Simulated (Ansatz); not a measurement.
AgB₂, DFT, PBE, all-electron PAW with datasets made for the crystal, scalar-relativistic (Ansatz 0.2.0), run on 1 thread of Intel(R) Xeon(R) 6975P-C (Granite Rapids) on a shared host.

The cell comes from COD entry 1509214, which wasn't checked; take it as a given geometry.

Command: `ansatz run input.yaml --threads 1 --pin off --max-ram 3072MiB --backend cpu --events-out ev --progress --plain --runs-dir out`

```yaml
crystal:
  lattice:
    - [3.0000016405, 0.0, 0.0]
    - [-1.5000008203, 2.5980776321, 0.0]
    - [0.0, 0.0, 3.24]
  atoms:
    - { symbol: Ag, position: [0.0, 0.0, 0.0] }
    - { symbol: B, position: [0.3333333333, 0.6666666667, 0.5] }
    - { symbol: B, position: [0.6666666667, 0.3333333333, 0.5] }
kpoints:
  mp_grid: { grid: [16, 16, 13] }
  band_path:
    path:
      - [0.0, 0.0, 0.0]
      - [0.5, 0.0, 0.0]
      - [0.3333333333, 0.3333333333, 0.0]
      - [0.0, 0.0, 0.0]
      - [0.0, 0.0, 0.5]
      - [0.5, 0.0, 0.5]
      - [0.3333333333, 0.3333333333, 0.5]
      - [0.0, 0.0, 0.5]
      - [0.5, 0.0, 0.5]
    npoints: 8
scf:
  occupations: { method: fermi_dirac, width: 0.05 }
hamiltonian:
  xc: pbe
  pseudopotentials: { kind: all_electron, datasets: crystal }
output:
  forces: true
  stress: true
  eigenvalues: true
  efg: { contact_densities: true }
```

**Question.** How large is the problem that the program sets up?

**Answer.** 210 irreducible k-points, 395 plane waves at Γ, 13 bands.

**Question.** Estimate the wall time and the peak memory.

**Answer.** 16 s of wall time for 8 SCF iterations, with a peak of 0.69 GiB. Times on shared machines scatter by tens of per cent.

**Question.** And the same cell and mesh by all-electron LAPW, asked for forces, stress, eigenvalues, populations, dos and the same band path, on the same hardware?

**Answer.** 25 s, peak memory 0.66 GiB.

**Question.** And the same cell and mesh by PAW with the default files, asked for forces, stress, eigenvalues, efg, populations, bader, dos, write_density, write_potential, elf and the same band path, on the same hardware?

**Answer.** 20 s, peak memory 0.46 GiB.
